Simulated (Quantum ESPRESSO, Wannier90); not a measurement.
# Wannier functions of RbCl (CsCl type)

```xyz
2
Lattice="3.9360 0.0000 0.0000 0.0000 3.9360 0.0000 0.0000 0.0000 3.9360" Properties=species:S:1:pos:R:3 pbc="T T T"
Rb     0.0000     0.0000     0.0000
Cl     1.9680     1.9680     1.9680
```

Materials Project entry mp-23299; symmetrised, unrelaxed at this level. COD (Crystallography Open Database) has the formula in 2 space groups, this one among them (matched by group alone). Level: PBEsol, no spin polarisation, no spin-orbit coupling; pw.x of Quantum ESPRESSO at 47 Ry with PseudoDojo potentials, 6×6×6 k-points, Wannier90. Density: 8×8×8 mesh, cold smearing 0.01 Ry.

Band 2 is isolated and gives one Wannier function a cell (Cl2 3s 92 %, Rb1 5s 6 %; spread 0.99 Å²). Its on-site energy is ε = -12.270 eV relative to the valence-band maximum, and its hoppings t(R) = t(−R) to the nearer images are (images within this range that aren't listed have |t| under 5 meV):

```
R (lattice vectors; −R alike)  distance (Å)  t (eV)
-----------------------------  ------------  ------
0 0 1                                  3.94  -0.033
0 1 0                                  3.94  -0.033
1 0 0                                  3.94  -0.033
1 -1 -1                                6.82   0.006
1 -1 1                                 6.82   0.006
1 1 -1                                 6.82   0.006
1 1 1                                  6.82   0.006
```

Q: Work out the band energy at Γ, X, M, R from these numbers.

A: For one orbital E(k) = ε + Σ_R 2 t(R) cos(2π k·R), the sum over the listed R.
- Γ, k = (0.000, 0.000, 0.000): E = -12.270 + (-0.033)·(6.00) + (0.006)·(8.00) = -12.42 eV; pw.x: -12.37 eV
- X, k = (0.000, 0.500, 0.000): E = -12.270 + (-0.033)·(2.00) + (0.006)·(-8.00) = -12.38 eV; pw.x: -12.40 eV
- M, k = (0.500, 0.500, 0.000): E = -12.270 + (-0.033)·(-2.00) + (0.006)·(8.00) = -12.16 eV; pw.x: -12.17 eV
- R, k = (0.500, 0.500, 0.500): E = -12.270 + (-0.033)·(-6.00) + (0.006)·(-8.00) = -12.12 eV; pw.x: -12.06 eV

At these points the listed shells miss the plane-wave band by up to 0.06 eV, of a width of 0.34 eV on the path. With all its hoppings the model misses the band by 0.0 meV at worst on the whole path, so most of the miss comes from the hoppings not listed.
